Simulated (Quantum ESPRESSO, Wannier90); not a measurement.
GeSe$_{2}$ (I-42d): Wannier90 run

Structure: Materials Project mp-10074, symmetrised, not relaxed again. Not found in the COD (Crystallography Open Database) copy used; not checked further. Level: PBEsol, no spin polarisation, no spin-orbit coupling; pw.x of Quantum ESPRESSO at 69 Ry with PseudoDojo potentials, 4×4×4 k-points, Wannier90. Density: 6×6×6 mesh, cold smearing 0.01 Ry. Spin-orbit coupling, left out, would split the p-like bands by a few tenths of an eV.

On the energy scale of pw.x, whose zero is arbitrary, the valence-band maximum lies at 6.01 eV.

Isolated groups of bands, relative to the valence-band maximum (bands from 47 on overlap up to the last one computed):

| bands | from (eV) | to (eV) | filling | weight on atomic waves |
|---|---|---|---|---|
| 1–20 | -47.25 | -46.93 | filled | Se 3d 100 % |
| 21–30 | -24.78 | -24.72 | filled | Ge 3d 100 % |
| 31–34 | -14.15 | -11.84 | filled | Se 4s 73 %, Ge 4p 14 %, Ge 4s 10 % |
| 35–36 | -9.05 | -5.89 | filled | Ge 4s 42 %, Se 4p 34 %, Se 4s 18 % |
| 37–46 | -4.56 | 0.00 | filled | Se 4p 78 %, Ge 4p 17 % |

Input w.win:

```
num_bands = 37
num_wann = 24
exclude_bands = 1-30
num_iter = 1000
conv_tol = 1.0e-6
conv_window = 4
dis_num_iter = 1000
dis_conv_tol = 1.0e-6
dis_froz_max = 3.08
write_hr = true
write_u_matrices = true
begin projections
f=0.25354,-0.25048,0.50856: s;p
f=-0.00424,0.00071,0.00540: s;p
f=-0.38326,-0.36341,-0.25786: s;p
f=-0.12216,0.37517,0.24422: s;p
f=0.12823,0.11414,-0.24066: s;p
f=0.36797,-0.12081,0.24762: s;p
end projections
begin unit_cell_cart
ang
    5.9366300000    0.0000000000    0.0000000000
    0.0000000000    5.9366300000    0.0000000000
   -2.9683150000   -2.9683150000    4.7856550000
end unit_cell_cart
begin atoms_frac
Ge   0.2500000000 -0.2500000000  0.5000000000
Ge   0.0000000000  0.0000000000  0.0000000000
Se  -0.3750000000 -0.3629600000 -0.2500000000
Se  -0.1129600000  0.3750000000  0.2500000000
Se   0.1250000000  0.1129600000 -0.2500000000
Se   0.3629600000 -0.1250000000  0.2500000000
end atoms_frac
mp_grid = 4 4 4
begin kpoints
0.0000000000 0.0000000000 0.0000000000
0.0000000000 0.0000000000 0.2500000000
0.0000000000 0.0000000000 0.5000000000
... (61 more lines: the 4x4x4 mesh through Gamma)
end kpoints
```

The run ends without an error message, but its bands miss those of pw.x by 161 meV rms and 0.91 eV at worst (states up to 2.6 eV relative to the valence-band maximum).

What is the mistake?

Window typed relative to the reference level, not as an absolute energy. With that mended (24 functions from bands 31-67 of the 67 computed, start hydrogen-like Ge: s;p; Se: s;p, centres 0.05 Å off the atoms, frozen window up to 3.08 eV relative to the valence-band maximum, outer window open) the misfit is 3.2 meV rms.
